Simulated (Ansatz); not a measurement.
SnGe:
Space group Pmma (No. 51); a = 4.3692 Å, b = 4.4054 Å, c = 6.2622 Å, α = β = γ = 90.00°

| atom | site | symmetry | x | y | z |
|---|---|---|---|---|---|
| Ge | 2e | mm2 | 0.2500 | 0.0000 | 0.1097 |
| Sn | 2f | mm2 | 0.2500 | 0.5000 | 0.3569 |

Relaxed with PBE.

Which orbitals make up the states near the Fermi level in DFT-PBE in the program Ansatz with PAW potentials?

Within 0.5 eV of the Fermi level: Sn 5p 50 %, Ge 4p 35 %, Ge 4s 10 %. Projections are on Löwdin-orthogonalised atomic valence shells; empty p or d shells of many metals are not among them.

Tabulate the density of states.

States/eV per cell of 4 atoms, in 0.25 eV bins, energy from the Fermi level.

```
E (eV)  total  Ge 4p  Sn 5p  Sn 5s
------  -----  -----  -----  -----
-7.85    0.05   0.01   0.01   0.02
-7.60    0.53   0.08   0.08   0.18
-7.35    1.04   0.17   0.17   0.36
-7.10    1.34   0.22   0.24   0.44
-6.85    1.80   0.32   0.35   0.53
-6.60    2.05   0.40   0.44   0.63
-6.35    1.58   0.36   0.31   0.58
-6.10    1.27   0.30   0.24   0.49
-5.85    1.07   0.25   0.20   0.42
-5.60    0.94   0.22   0.18   0.36
-5.35    0.78   0.19   0.14   0.30
-5.10    0.63   0.16   0.11   0.24
-4.85    0.53   0.14   0.09   0.20
-4.60    0.46   0.14   0.07   0.17
-4.35    0.42   0.13   0.06   0.15
-4.10    0.37   0.12   0.05   0.12
-3.85    0.31   0.12   0.04   0.09
-3.60    0.29   0.12   0.05   0.06
-3.35    2.47   1.27   1.04   0.08
-3.10    2.92   1.43   1.29   0.10
-2.85    2.74   1.39   1.15   0.10
-2.60    3.30   1.83   1.28   0.11
-2.35    3.60   1.99   1.41   0.11
-2.10    3.51   1.92   1.42   0.09
-1.85    2.81   1.44   1.24   0.06
-1.60    2.44   1.08   1.25   0.05
-1.35    2.66   1.10   1.46   0.04
-1.10    1.97   0.81   1.10   0.02
-0.85    1.57   0.57   0.94   0.02
-0.60    1.35   0.42   0.89   0.01
-0.35    0.84   0.26   0.54   0.01
-0.10    0.41   0.14   0.23   0.00
0.15     0.30   0.11   0.10   0.02
0.40     0.60   0.25   0.15   0.05
0.65     0.90   0.40   0.20   0.07
0.90     1.48   0.59   0.39   0.17
1.15     2.20   0.78   0.68   0.28
1.40     3.46   1.16   1.17   0.45
1.65     2.93   0.93   1.01   0.49
1.90     2.73   0.94   0.87   0.49
2.15     2.51   0.88   0.81   0.40
2.40     1.59   0.53   0.58   0.20
2.65     2.12   0.75   0.80   0.23
2.90     2.52   0.98   0.94   0.22
3.15     3.24   1.28   1.32   0.17
3.40     3.44   1.17   1.57   0.16
3.65     3.10   1.07   1.38   0.16
3.90     2.68   0.98   1.13   0.10
4.15     2.95   1.04   1.20   0.09
4.40     3.30   1.14   1.22   0.10
4.65     2.68   0.94   0.90   0.08
```

The start of the workflow was typed in or built on a structure type; neither database checked (COD, Materials Project) lists it. Whether it is the stable phase at ambient conditions was not checked. The cell was relaxed with PBE under the symmetry of its start; whether a distortion lowers the energy is not shown. Spin–orbit coupling is left out wherever it is not named.

Potentials: the earlier of the program's two PAW sets.
